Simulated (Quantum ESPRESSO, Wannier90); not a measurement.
## Wannierisation of YOF (P4/nmm)

```
YOF
1.0
    3.83227     0.00000     0.00000
    0.00000     3.83227     0.00000
    0.00000     0.00000     5.44666
Y O F
2 2 2
Direct
  0.50000   0.00000   0.71148
  0.00000   0.50000   0.28852
  0.00000   0.00000   0.50000
  0.50000   0.50000   0.50000
  0.50000   0.50000   0.00000
  0.00000   0.00000   0.00000
```

Structure: Materials Project mp-10219, symmetrised, not relaxed again. Not found in the COD (Crystallography Open Database) copy used, which has the formula in other groups; not checked further. Level: PBEsol, no spin polarisation, no spin-orbit coupling; pw.x of Quantum ESPRESSO at 68 Ry with PseudoDojo potentials, 6×6×4 k-points, Wannier90. Density: 8×8×6 mesh, cold smearing 0.01 Ry.

Functional, cutoff and mesh named above are those of the base row (6×6×4); the first column says what each row takes instead. Model: 16 functions from bands 3-4,11-24, start SCDM (isolated) (the valence bands). Energies are relative to the valence-band maximum; the misfit is to pw.x on a path, for all bands of the set. Only the mesh of Bloch states changes. Ω_total can sit in another minimum from row to row; Ω_I of an isolated set cannot.

Task: Among the meshes 2×2×2, 3×3×2, 4×4×3, 5×5×3, 6×6×4, 7×7×5, which is the coarsest that interpolates to 20 meV rms?

Result: 3×3×2.

| mesh | Ω_I (Å²) | Ω_total (Å²) | rms misfit (meV) | k-points (cost) | rough cost of nscf and overlaps (first row = 1) |
|---|---|---|---|---|---|
| 2×2×2 | 11.47 | 12.82 | 28 | 8 | 1.0 |
| 3×3×2 | 12.61 | 14.00 | 13 | 18 | 2.0 |
| 4×4×3 | 13.34 | 14.71 | 1.6 | 48 | 5 |
| 5×5×3 | 13.57 | 14.94 | 1.3 | 75 | 6 |
| 6×6×4 | 13.80 | 15.16 | 0.2 | 144 | 11 |
| 7×7×5 | 13.93 | 15.28 | 0.2 | 245 | 19 |

Ω_I still rises with the mesh: the finite-difference spreads converge slowly and from below.
